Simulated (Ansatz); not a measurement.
HBr, first-principles data

HBr:
```yaml
crystal:
  lattice:
    - [3.13452, -2.64466, 0.00000]
    - [3.13452, 2.64466, 0.00000]
    - [0.00000, 0.00000, 5.43998]
  atoms:
    - { symbol: H, position: [0.06080, 0.93920, 0.81670] }
    - { symbol: H, position: [0.93920, 0.06080, 0.31670] }
    - { symbol: Br, position: [0.25487, 0.74513, 0.00430] }
    - { symbol: Br, position: [0.74513, 0.25487, 0.50430] }
```

Space group Cmc2_1 (No. 36); conventional cell a = 6.269 Å, b = 5.289 Å, c = 5.440 Å, α = β = γ = 90.00°.

Method: DFT-r²SCAN+D4 in the program Ansatz with PAW potentials. The cell and atoms are relaxed at this level. Other levels are named where they apply.

**Cell and energy**

Volume per atom: 22.55 Å³
Density: 2.98 g/cm³
Formation energy from the elements (no fitted shifts): -0.26 eV/atom

**Electronic structure**

- Band gap: 5.27 eV (direct)
- Valence-band maximum: at Γ
- Conduction-band minimum: at Γ
- Electron effective mass: 0.34, 0.36, 0.53 mₑ (principal values)
- Hole effective mass: 0.53, 3.7, 4.3 mₑ (principal values)
- HSE06 gap on the r²SCAN+D4 cell: 5.96 eV
- Gap with spin–orbit coupling: 5.20 eV

**Mechanics**

- Bulk modulus (Birch–Murnaghan fit) = 5.6 GPa
- Pressure derivative B′ = 6.8
- Elastic constants (relaxed ions, GPa) = C11 = 8.5, C22 = 9.5, C33 = 12.0, C12 = 3.5, C13 = 2.5, C23 = 5.8, C44 = 10.0, C55 = 3.9, C66 = 4.5
- Mechanical stability = stable (all eigenvalues of C positive)
- Hill bulk and shear moduli = 5.8 and 4.4 GPa
- Young's modulus = 10.5 GPa
- Poisson's ratio = 0.20
- Debye temperature from the elastic constants = 141 K
- Piezoelectric stress constants (proper, relaxed ions, C/m²) = e24 = 0.09, e32 = 0.14, e33 = 0.27

**Dielectric response**

Electronic dielectric constant ε∞ (DFPT): 2.33 (xx), 2.82 (yy), 2.94 (zz)
Static dielectric constant ε0 (ions relaxed, cell fixed): 2.48 (xx), 3.79 (yy), 5.25 (zz)
Born charges (a third of the trace): H +0.52, Br -0.52 e
Largest static χ(2) component: 13 pm/V

**Phonons**

- Highest zone-centre frequency (without LO–TO term): 2327 cm⁻¹
- Zone-centre stability: no imaginary mode at Γ

**Charges**

Bader charges: H +0.20, Br -0.20 e

The workflow started from an entry of the Crystallography Open Database (COD), which files this formula under 3 space groups. Symmetry was held in the r²SCAN+D4 relaxation. The substance is a gas or liquid at ambient conditions. Signs of piezoelectric constants follow the polarity of the cell as given. The references are the lowest solids computed at this level, not always the standard phases (solids in place of the gases). Scalar-relativistic: spin–orbit coupling is off unless named, which matters more the heavier the elements.

Potentials: the later of the program's two PAW sets.
